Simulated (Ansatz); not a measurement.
Bi$_{2}$Te$_{3}$ (Bi2Te3 type, space group R-3m)

```
Bi2Te3
1.0
    2.19356     1.26645    10.09527
   -2.19356     1.26645    10.09527
    0.00000    -2.53291    10.09527
Bi Te
2 3
Direct
  0.40015   0.40015   0.40015
  0.59985   0.59985   0.59985
  0.00000   0.00000   0.00000
  0.20935   0.20935   0.20935
  0.79065   0.79065   0.79065
```

The volume is varied about the relaxed value V₀ at fixed cell shape. The atoms relax within the cell's symmetry.

Computed with PBE-D3(BJ) (plane waves to 420 eV, PAW, scalar-relativistic; Ansatz, a quantum-chemistry and plane-wave program). k mesh 9×9×9 (Γ-centred), Fermi-Dirac smearing 0.05 eV. Stress and pressure are positive under compression. Bi2Te3 was relaxed with its symmetry unable to fall. Spin-orbit coupling is left out, though Bi and Te are heavy.

At one point of the scan the stress tensor (GPa) is:

```
   -3.8      0.0      0.0
    0.0     -3.8      0.0
    0.0      0.0     -1.9
```

Q: Which point is it?
A. V/V₀ = 1.160
B. V/V₀ = 1.120
C. V/V₀ = 1.040
D. V/V₀ = 1.080

A: A, V/V₀ = 1.160

(A scan under strain: stresses follow from slopes of the energy per volume, elastic moduli from its curvatures.)
